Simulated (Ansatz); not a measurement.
TiN (rock salt)

```yaml
crystal:
  lattice:
    - [0.00000, 2.12337, 2.12337]
    - [2.12337, 0.00000, 2.12337]
    - [2.12337, 2.12337, 0.00000]
  atoms:
    - { symbol: N, position: [0.00000, 0.00000, 0.00000] }
    - { symbol: Ti, position: [0.50000, 0.50000, 0.50000] }
```

The slice is a {100} plane (indices of the conventional cell) through the point (0.000, 0.000, 0.000) (fractional), spanned by u = [100] and v = [0 1 -1] in vectors of this cell: u (3.00 Å) and v (3.00 Å, at 90° to u). It covers one period; positions are fractions (u, v).

The numbers are results of PBE (plane waves to 420 eV, PAW, scalar-relativistic; Ansatz, a program for electronic structure), not measurements. k mesh 19×19×19. Inside the PAW spheres the values are not all-electron values, and peaks at nuclei hang on which shells count as valence. The PAW data are Ansatz's earlier set. TiN is run without spin polarisation. TiN was relaxed with its symmetry unable to fall.

Q: What is the ELF at the midpoint of the shortest N–Ti line in this plane (2.12 Å)?

A: 0.18.

Q: What is the valence density on the shortest N–Ti line in this plane (2.12 Å), at its midpoint?

A: 0.51 e/Å³.

Q: Sketch the valence electron density on this plane as a map.

A: 
```
|****+=-:..     ..:-=+***|
|****+=-:..     ..:-=+***|
|***+==-:..     ..:-==+**|
|+++==-::.........::-==++|
|====-:::::::::::::::-===|
|----:::::-=====-:::::---|
|:::::::-=++***++=-::::::|
|.....::=+*#####*+=::....|
|.....:-+*#%%%%%#*+-:....|
|    .:=+#%@@@@@%#+=:.   |
|    .:=*#%@@@@@%#*=:.   |
|    .:=*#%@@@@@%#*=:.   |
|    .:=*#%@@@@@%#*=:.   |
|    .:=+#%@@@@@%#+=:.   |
|.....:-+*#%%%%%#*+-:....|
|.....::=+*#####*+=::....|
|:::::::-=++***++=-::::::|
|----:::::-=====-:::::---|
|====-:::::::::::::::-===|
|+++==-::.........::-==++|
|***+==-:..     ..:-==+**|
|****+=-:..     ..:-=+***|
|****+=-:..     ..:-=+***|
|****+=-:..     ..:-=+***|
```
Scale: ten equal steps from -0.71 (start of ' ') to 1.08 (end of '@'), in the order ' .:-=+*#%@'. Values: log₁₀ of the valence density in e/Å³. The map has 24 points along u (one character each, u = 0 at the left) and 24 along v (v = 0 in the bottom row). The scale is logarithmic, as a density can span decades between atoms and voids.
